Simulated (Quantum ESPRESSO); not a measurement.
pw.x input (Quantum ESPRESSO 7.5; LDA, PseudoDojo standard norm-conserving files, scalar-relativistic):

```
&CONTROL
  calculation = 'scf'
  pseudo_dir = './pseudo'
  outdir = './out'
  tprnfor = .true.
  tstress = .true.
/
&SYSTEM
  ibrav = 0
  nat = 8
  ntyp = 4
  ecutwfc = 84.0
  ecutrho = 336.0
  occupations = 'smearing'
  smearing = 'fd'
  degauss = 0.002
  nbnd = 62
/
&ELECTRONS
  conv_thr = 8e-10
/
ATOMIC_SPECIES
F 18.9984 F.upf
Zn 65.3800 Zn.upf
As 74.9216 As.upf
Ba 137.3270 Ba.upf
CELL_PARAMETERS angstrom
  4.299230000000   0.000000000000   0.000000000000
  0.000000000000   4.299230000000   0.000000000000
  0.000000000000   0.000000000000   9.621690000000
ATOMIC_POSITIONS crystal
F   0.500000000000   0.500000000000   0.000000000000
F   0.000000000000   0.000000000000   0.000000000000
Zn   0.500000000000   0.500000000000   0.500000000000
Zn   0.000000000000   0.000000000000   0.500000000000
As   0.000000000000   0.500000000000   0.343390000000
As   0.500000000000   0.000000000000   0.656610000000
Ba   0.000000000000   0.500000000000   0.835490000000
Ba   0.500000000000   0.000000000000   0.164510000000
K_POINTS automatic
6 6 4 0 0 0
```

End of the output:

```

[...]
     the Fermi energy is     9.1997 ev
!    total energy              =   -1470.97411978 Ry
     estimated scf accuracy    <          2.4E-10 Ry
     smearing contrib. (-TS)   =      -0.00008600 Ry
     internal energy E=F+TS    =   -1470.97403378 Ry
     The total energy is F=E-TS. E is the sum of the following terms:
     one-electron contribution =   -1304.16043794 Ry
     hartree contribution      =     689.82444472 Ry
     xc contribution           =    -229.99566725 Ry
     ewald contribution        =    -626.64237331 Ry
     convergence has been achieved in  11 iterations
     Forces acting on atoms (cartesian axes, Ry/au):
     atom    1 type  1   force =     0.00000000    0.00000000    0.00000000
     atom    2 type  1   force =     0.00000000    0.00000000    0.00000000
     atom    3 type  2   force =     0.00000000    0.00000000    0.00000000
     atom    4 type  2   force =     0.00000000    0.00000000    0.00000000
     atom    5 type  3   force =     0.00000000    0.00000000    0.01514643
     atom    6 type  3   force =     0.00000000    0.00000000   -0.01514643
     atom    7 type  4   force =     0.00000000    0.00000000    0.01870312
     atom    8 type  4   force =     0.00000000    0.00000000   -0.01870312
     Total force =     0.034036     Total SCF correction =     0.000037
     Computing stress (Cartesian axis) and pressure
          total   stress  (Ry/bohr**3)                   (kbar)     P=      -62.88
  -0.00043805   0.00000000   0.00000000          -64.44        0.00        0.00
   0.00000000  -0.00043805   0.00000000            0.00      -64.44        0.00
   0.00000000   0.00000000  -0.00040627            0.00        0.00      -59.76
```
In a gapped system the printed Fermi energy is only some level inside the gap.

Spin-orbit coupling is not included.

Geometry of the Materials Project entry, not relaxed at this level.
